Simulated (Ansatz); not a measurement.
SnSe:
```cif
data_Se4Sn4
_chemical_formula_sum 'Sn4 Se4'
_space_group_name_H-M_alt 'Pnma'
_space_group_IT_number 62
_space_group_name_Hall '-P 2ac 2n'
_cell_length_a 8.68218
_cell_length_b 4.07692
_cell_length_c 6.40635
_cell_angle_alpha 90.000
_cell_angle_beta 90.000
_cell_angle_gamma 90.000
loop_
_atom_site_label
_atom_site_type_symbol
_atom_site_symmetry_multiplicity
_atom_site_Wyckoff_symbol
_atom_site_fract_x
_atom_site_fract_y
_atom_site_fract_z
_atom_site_occupancy
Sn1 Sn 4 c 0.00739 0.75000 0.23241 1
Se1 Se 4 c 0.17869 0.25000 0.40836 1
```

Relaxed with r²SCAN. r²SCAN in the plane-wave PAW code Ansatz gives a gap of 0.94 eV.

**Question.** What gap does HSE06 give on the same cell (Ansatz, PAW)?

**Answer.** 1.11 eV, 0.18 eV more. The hybrid was solved on a coarser mesh and at special points; the gap given is the minimum over both.

```tsv
k	v1 r²SCAN	c1 r²SCAN	v1 HSE06	c1 HSE06
Γ	-0.05	1.78	-0.06	1.98
X	-0.14	1.40	-0.15	1.59
Z	-0.73	1.44	[?]	[?]
U	-0.86	1.49	-0.92	1.73
Y	-1.35	2.49	[?]	[?]
S	-1.86	1.39	[?]	[?]
T	-0.81	0.95	-0.85	1.12
R	-1.35	2.52	[?]	[?]
```

**Question.** Top valence (v1) and lowest conduction level (c1) in eV from each method's valence maximum (which need not be a listed point): supply the withheld HSE06 values.

**Answer.** 
- Z, v1 HSE06: -0.78
- Z, c1 HSE06: 1.66
- S, v1 HSE06: -2.01
- S, c1 HSE06: 1.60
- R, v1 HSE06: -1.45
- R, c1 HSE06: 2.79
- Y, v1 HSE06: -1.44
- Y, c1 HSE06: 2.76

Cost on shared cores: the r²SCAN run (SCF on a 4×7×5 mesh, then bands and DOS) very roughly 10 core-minutes, the HSE06 run (SCF on 2×4×3, then a few points) roughly 10 core-minutes; the tasks are unlike.

The r²SCAN relaxation kept the symmetry of its start. The volume moved by 45 % from the start of the relaxation. Spin–orbit coupling is left out wherever it is not named.

Potentials: the later of the program's two PAW sets.
